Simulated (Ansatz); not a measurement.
ZrTa:
```yaml
crystal:
  lattice:
    - [1.47651, -5.71904, 0.00000]
    - [1.47651, 5.71904, 0.00000]
    - [0.00000, 0.00000, 4.89325]
  atoms:
    - { symbol: Zr, position: [0.67864, 0.32136, 0.25000] }
    - { symbol: Ta, position: [0.93525, 0.06475, 0.25000] }
    - { symbol: Zr, position: [0.32136, 0.67864, 0.75000] }
    - { symbol: Ta, position: [0.06475, 0.93525, 0.75000] }
```

Relaxed with r²SCAN (plane waves, PAW; program Ansatz). Indices refer to the conventional cell of Cmcm, a = 2.953 Å, b = 11.438 Å, c = 4.893 Å, α = 90.00°, β = 90.00°, γ = 90.00°.

Simulate the powder diffraction pattern (Cu Kα, λ = 1.54184 Å; lines above 1 %) up to 2θ = 90°.

Simulated powder pattern, Cu Kα, λ = 1.54184 Å (kinematic, ideal powder, no thermal factors, no anomalous dispersion; the 30 strongest lines at most, above 1 %, up to 2θ = 90°):

```csv
2θ (°),d (Å),I/Imax (%),hkl
15.49,5.719,13,(020)
23.93,3.718,7.9,(021)
31.28,2.859,20,(110)+(040)
36.39,2.469,100,(041)+(111)
36.73,2.447,30,(002)
38.56,2.335,16,(130)
40.09,2.249,2.9,(022)
42.92,2.107,24,(131)
49.00,1.859,12,(112)+(042)
50.46,1.808,7.7,(150)
51.44,1.776,1.9,(061)
54.06,1.696,6.2,(151)
54.31,1.689,12,(132)
62.95,1.477,6.4,(200)
64.02,1.454,7.5,(152)
65.26,1.430,11,(080)+(170)
65.93,1.417,18,(043)+(113)
68.35,1.372,7.0,(171)+(221)
70.42,1.337,5.7,(133)
74.94,1.267,15,(241)
75.16,1.264,7.7,(202)
77.29,1.234,13,(082)+(172)
78.13,1.223,3.5,(004)
79.06,1.211,2.1,(153)
85.52,1.135,4.2,(191)+(261)
86.54,1.125,2.6,(114)+(044)
```

The start of the workflow was typed in or built on a structure type; neither database checked (COD, Materials Project) lists it. Whether it is the stable phase at ambient conditions was not checked. Symmetry was held in the r²SCAN relaxation; its stability against distortions is not shown here. No spin polarisation was allowed. Its formation energy is positive at this level, so the cell may be metastable or incomplete. Axis ratios of metals converge slowly with the k-mesh, so a and c are less sure than the volume. Spin–orbit coupling is left out wherever it is not named.

Potentials: the earlier of the program's two PAW sets.
